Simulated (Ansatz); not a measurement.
What DFT gives for Sn$_{2}$Ge

```xyz
6
Lattice="0.0000 4.3743 0.0000 4.3743 0.0000 0.0000 2.1872 2.1872 -7.0249" Properties=species:S:1:pos:R:3 pbc="T T T"
Sn    2.1872    2.1872   -1.1802
Sn    4.3743    2.1872   -4.6926
Sn    4.3743    2.1872   -2.3323
Sn    4.3743    4.3743   -5.8447
Ge    0.0000    0.0000    0.0000
Ge    2.1872    4.3743   -3.5124
```

Level: PBEsol, no spin polarisation; 420 eV; 8×8×8 Γ-centred mesh; fermi-dirac occupations (width 0.1 eV); Ansatz 0.2.0, fixed geometry.

(1) Where is the largest force?

(2) What do density and ELF say about some of the short contacts?

(3) Is the cell too large or too small?

(4) What happens at the Fermi level?

(5) Is it stable against the elements?

(6) How is the charge shared?

Origin: a known structure type with other elements, at an estimated volume, so it need not be a known compound. Caveats: atoms or cell far from equilibrium.

Cost: 60 s on 1 thread of Intel(R) Xeon(R) 6975P-C (Granite Rapids) (shared host), peak memory 0.71 GiB (start from a saved density). The time holds forces, stress, Bader, DOS, bands, ELF.

Results:

(1) The largest is on Sn1 (and as large on other atoms): 2.33 eV/Å, components (0.00, 0.00, -2.33). It makes 180° with the line to a nearest neighbour, Sn4 at 2.36 Å, pointing away from it.

(2) Sn–Sn at 2.36 Å: least valence density 0.67 e/Å³ and ELF 0.49 there. Ge–Sn at 3.20 Å: least valence density 0.17 e/Å³ and ELF 0.34 there. Both are smooth PAW fields, read partly inside the augmentation spheres.

(3) The pressure is 26.1 GPa (compression positive), so with the atoms held at these fractions the cell would first expand; the forces are large, so a full relaxation may end otherwise. The principal stresses 18.0, 18.0, 42.5 GPa differ, so its shape would change too.

(4) It is a metal, with about 3.1 states/eV a cell as the mean within 0.25 eV of the Fermi level, mostly Ge p (57 %) and Sn p (27 %).

(5) 1.22 eV an atom against the elements' usual phases (free molecules for gases, crystals otherwise, with no correction for O₂ or N₂), so at this geometry it isn't bound against them. Relaxing would lower it.

(6) Bader charges in e: Sn +0.04, Ge -0.09. In the mean Sn gives up most and Ge takes most.
